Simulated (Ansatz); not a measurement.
Consider the following.

AlCu3:
```
CELL_PARAMETERS angstrom
      3.63255     0.00000     0.00000
      0.00000     3.63255     0.00000
      0.00000     0.00000     3.63255
ATOMIC_POSITIONS crystal
  Al 0.00000 0.00000 0.00000
  Cu 0.50000 0.50000 0.00000
  Cu 0.00000 0.50000 0.50000
  Cu 0.50000 0.00000 0.50000
```

This is the PBEsol-relaxed structure.

Problem. All from PBEsol (plane waves, PAW; program Ansatz), unless another level is named. Give the Young's modulus.

Solution. 142 GPa.

Problem. What about the elastic constants (relaxed ions, GPa)?

Solution. C11 = 179, C12 = 138, C44 = 97.2.

Space group Pm-3m (Cu3Au type). The workflow started from a Materials Project entry (that database holds measured and hypothetical structures alike); the Crystallography Open Database copy checked does not list it. With Al and Cu taken as one species the cell has the higher symmetry Fm-3m, so it may be an ordered model of a mixed-site phase. Whether it is the stable phase at ambient conditions was not checked. The PBEsol relaxation kept the symmetry of its start; of distortions, only those at the zone centre were tested. The run is not spin-polarised. As this level gives no gap, shear constants depend on the k-mesh and smearing (Fermi–Dirac, 0.1 eV here).

Potentials: the later of the program's two PAW sets.
